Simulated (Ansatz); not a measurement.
ZrB$_{2}$ (MoSi2 or CaC2 type, I4/mmm) at seven volumes, PBE (plane waves, PAW; program Ansatz), shape and atoms relaxed at each. One row is withheld.

```
V (Å³/atom)  P (GPa)
-----------  -------
11.495             ?
11.873          9.79
12.252          4.56
12.631          0.00
13.010         -3.95
13.389         -7.36
13.768        -10.29
```

Problem. Fit the shown pressures and predict the withheld one.

Solution. P = (3/2)B₀(x^(7/2) − x^(5/2))[1 + (3/4)(B′ − 4)(x − 1)] with x = (V₀/V)^(2/3). Least squares on the six rows gives V₀ = 12.631 Å³/atom, B₀ = 141 GPa, B′ = 3.81. At V = 11.495, x = 1.0648 and P = 15.90 GPa. The run itself gave 15.86 GPa.

The cell is a constructed one: a structure type filled with these elements; neither database checked (COD, Materials Project) lists it. It is not the phase usual at ambient conditions (space group No. 191). The PBE relaxation kept the symmetry of its start; whether a distortion lowers the energy is not shown. The run is not spin-polarised.

Potentials: the earlier of the program's two PAW sets.
